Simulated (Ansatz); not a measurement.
# H4IN: computed property card

H₄IN:
```xyz
6
Lattice="-2.5930 3.4884 2.3994 2.5930 -3.4884 2.3994 2.5930 3.4884 -2.3994" Properties=species:S:1:pos:R:3 pbc="T T T"
H     -1.7400     3.4884     1.7433
H      1.7400     3.4884     1.7433
H      0.0000     0.8650     0.5360
H      0.0000     6.1118     0.5360
I      0.0000     3.4884     0.0440
N      0.0000     0.0000     4.7599
```

Space group Imm2 (No. 44); conventional cell a = 5.1861 Å, b = 6.9768 Å, c = 4.7989 Å, α = β = γ = 90.00°.

Method: LDA (plane waves, PAW; program Ansatz). The cell and atoms are relaxed at this level. Other levels are named where they apply.

Cell and energy:

```
Property                                                      Result
-----------------------------------------------------  -------------
Volume per atom                                             14.47 Å³
Density                                                   2.77 g/cm³
Formation energy from the elements (no fitted shifts)  -0.55 eV/atom
```

Electronic structure:

```
Property                                                                                                                    Result
-----------------------  ---------------------------------------------------------------------------------------------------------
Band gap                                                                                     3.74 eV (smallest direct gap 3.74 eV)
Valence-band maximum     on the Γ–X line, 2 % of the way from Γ (k = -0.010, 0.010, -0.010 in fractions of the reciprocal vectors)
Conduction-band minimum                                                                                                       at Γ
Electron effective mass                                                                     0.30, 0.31, 0.33 mₑ (principal values)
Hole effective mass                                                                            1.7, 2.3, 3.8 mₑ (principal values)
```

Mechanics:

```
Property                              Result
----------------------------------  --------
Bulk modulus (Birch–Murnaghan fit)  119 kbar
Pressure derivative B′                   6.1
```

Dielectric response:

```
Quantity                                                                Result
----------------------------------------  ------------------------------------
Electronic dielectric constant ε∞ (DFPT)       3.18 (xx), 3.21 (yy), 3.11 (zz)
Born charges (a third of the trace)       H +0.52 to +0.62, I -1.13, N -1.14 e
```

Phonons:

```
Property                                                                     Result
--------------------------------------------------  -------------------------------
Highest zone-centre frequency (without LO–TO term)                        3257 cm⁻¹
Zone-centre stability                               unstable, softest mode 72i cm⁻¹
Dynamical stability on the path                         unstable, down to 127i cm⁻¹
```

The workflow started from a Materials Project entry (that database holds measured and hypothetical structures alike); the Crystallography Open Database copy checked does not list it. Whether it is the stable phase at ambient conditions was not checked. The LDA relaxation kept the symmetry of its start. A crystal of weakly bound molecules computed without a dispersion correction: the cell and the soft elastic constants depend strongly on that. The references are the lowest solids computed at this level, not always the standard phases (solids in place of the gases). Scalar-relativistic: spin–orbit coupling is off unless named, which matters more the heavier the elements.

Potentials: the later of the program's two PAW sets.
